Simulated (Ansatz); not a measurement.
Na (hcp, Mg type)

```cif
data_Na2
_chemical_formula_sum 'Na2'
_space_group_name_H-M_alt 'P63/mmc'
_space_group_IT_number 194
_space_group_name_Hall '-P 6c 2c'
_cell_length_a 3.71812
_cell_length_b 3.71812
_cell_length_c 6.07516
_cell_angle_alpha 90.000
_cell_angle_beta 90.000
_cell_angle_gamma 120.000
loop_
_atom_site_label
_atom_site_type_symbol
_atom_site_symmetry_multiplicity
_atom_site_Wyckoff_symbol
_atom_site_fract_x
_atom_site_fract_y
_atom_site_fract_z
_atom_site_occupancy
Na1 Na 2 c 0.33333 0.66667 0.25000 1
```

The relaxed cell is deformed in two ways at once: its volume V is scaled, and at that volume it is stretched along z (the c axis of the conventional cell) so that c/a changes. Fractional atomic positions are held.

Calculation: PBEsol (plane waves to 420 eV, PAW, scalar-relativistic; Ansatz, a first-principles code). k mesh 14×14×8 (Γ-centred), Fermi-Dirac smearing 0.05 eV. Compression counts positive. With partly filled bands, the response to shear is sensitive to the k mesh, so small differences along c/a are uncertain. Na was relaxed with its symmetry unable to fall. This is one of several known forms of Na; the measured ambient cells at hand have space group No. 229. 

**Question.** Estimate the P (GPa) for all points of the grid V/V₀ = 0.960, 0.980, 1.000, 1.020, 1.040 by (c/a)/(c/a)₀ = 0.920, 0.960, 1.000, 1.040, 1.080.

**Answer.** P (GPa), with V/V₀ across and (c/a)/(c/a)₀ down:

```tsv
(c/a)/(c/a)₀ \ V/V₀	0.960	0.980	1.000	1.020	1.040
0.920	0.4	0.2	0.0	-0.1	-0.3
0.960	0.4	0.2	0.0	-0.1	-0.3
1.000	0.3	0.2	0.0	-0.1	-0.3
1.040	0.3	0.2	0.0	-0.1	-0.3
1.080	0.4	0.2	0.0	-0.1	-0.3
```

(Under strain, the slope of the energy per volume gives the stress and its curvature an elastic modulus.)
